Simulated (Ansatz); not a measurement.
Hf$_{3}$Si$_{2}$:
```cif
data_Hf6Si4
_chemical_formula_sum 'Hf6 Si4'
_space_group_name_H-M_alt 'P 1'
_space_group_IT_number 1
_cell_length_a 6.99467
_cell_length_b 6.99467
_cell_length_c 3.66793
_cell_angle_alpha 90.000
_cell_angle_beta 90.000
_cell_angle_gamma 90.000
loop_
_space_group_symop_operation_xyz
  'x, y, z'
loop_
_atom_site_label
_atom_site_type_symbol
_atom_site_fract_x
_atom_site_fract_y
_atom_site_fract_z
_atom_site_occupancy
Hf1 Hf 0.67309 0.82691 0.50000 1
Hf2 Hf 0.32691 0.17309 0.50000 1
Hf3 Hf 0.17309 0.67309 0.50000 1
Hf4 Hf 0.82691 0.32691 0.50000 1
Hf5 Hf 0.50000 0.50000 0.00000 1
Hf6 Hf 0.00000 0.00000 0.00000 1
Si1 Si 0.62370 0.12370 0.00000 1
Si2 Si 0.37630 0.87630 0.00000 1
Si3 Si 0.87630 0.62370 0.00000 1
Si4 Si 0.12370 0.37630 0.00000 1
```

Relaxed with r²SCAN.

### Question
Tabulate the valence density and the electron localisation function along the shortest Hf–Hf contact (3.17 Å), DFT-r²SCAN in the program Ansatz with PAW potentials.

### Answer


```csv
distance from Hf (Å),density (e/Å³),ELF
0.32,22.98,0.83
0.48,13.38,0.84
0.63,6.33,0.78
0.79,2.52,0.61
0.95,0.93,0.35
1.11,0.40,0.17
1.27,0.24,0.15
1.43,0.20,0.21
1.59,0.19,0.26
1.74,0.20,0.21
1.90,0.24,0.14
2.06,0.39,0.17
2.22,0.93,0.35
2.38,2.52,0.62
2.54,6.34,0.79
2.70,13.40,0.84
2.85,23.01,0.83
```

The density is the valence pseudo-density with augmentation charge, so density and ELF within about 1 Å of a nucleus are not all-electron values.

Space group P4/mbm. The workflow started from a Materials Project entry (that database holds measured and hypothetical structures alike); the Crystallography Open Database copy checked does not list it. Its standing as an ambient phase is unchecked. The r²SCAN relaxation kept the symmetry of its start; whether a distortion lowers the energy is not shown. No spin polarisation was allowed. Spin–orbit coupling is left out wherever it is not named.

Potentials: the later of the program's two PAW sets.
